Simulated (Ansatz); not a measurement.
V₃Ga:
```
V3Ga
1.0
    4.72244     0.00000     0.00000
    0.00000     4.72244     0.00000
    0.00000     0.00000     4.72244
V Ga
6 2
Cartesian
  2.36122   1.18061   0.00000
  2.36122   3.54183   0.00000
  1.18061   0.00000   2.36122
  3.54183   0.00000   2.36122
  0.00000   2.36122   1.18061
  0.00000   2.36122   3.54183
  2.36122   2.36122   2.36122
  0.00000   0.00000   0.00000
```

Relaxed with PBEsol. Special points in fractions of this cell's reciprocal vectors: Γ (0.000, 0.000, 0.000); X (0.000, 0.500, 0.000); M (0.500, 0.500, 0.000); R (0.500, 0.500, 0.500).

Problem. List the band energies nearest the Fermi level at these points for the program Ansatz at the PBEsol level (PAW).

Solution. In eV from the Fermi level; about four levels below and three above (degenerate sets whole), none deeper than 8.9 eV; points with the same levels are listed once.

| k | below | above |
|---|---|---|
| Γ | -0.37 -0.37 -0.37 -0.03 -0.03 | 1.90 1.90 1.90 |
| X | -0.58 -0.58 -0.36 -0.36 | 1.29 1.29 1.82 1.82 |
| M | -1.73 -1.52 -1.43 -0.81 | 0.15 0.15 0.35 0.35 |
| R | -1.01 -1.01 -1.01 -1.01 -1.01 -1.01 | 0.14 0.14 0.14 0.14 0.14 0.14 |

Space group Pm-3n (A15 (Cr3Si type)). The workflow started from a Materials Project entry (that database holds measured and hypothetical structures alike); the Crystallography Open Database copy checked does not list it. Its standing as an ambient phase is unchecked. Symmetry was held in the PBEsol relaxation; whether a distortion lowers the energy is not shown. The workflow began spin-polarised and lost its moments. Spin–orbit coupling is left out wherever it is not named.

Potentials: the later of the program's two PAW sets.
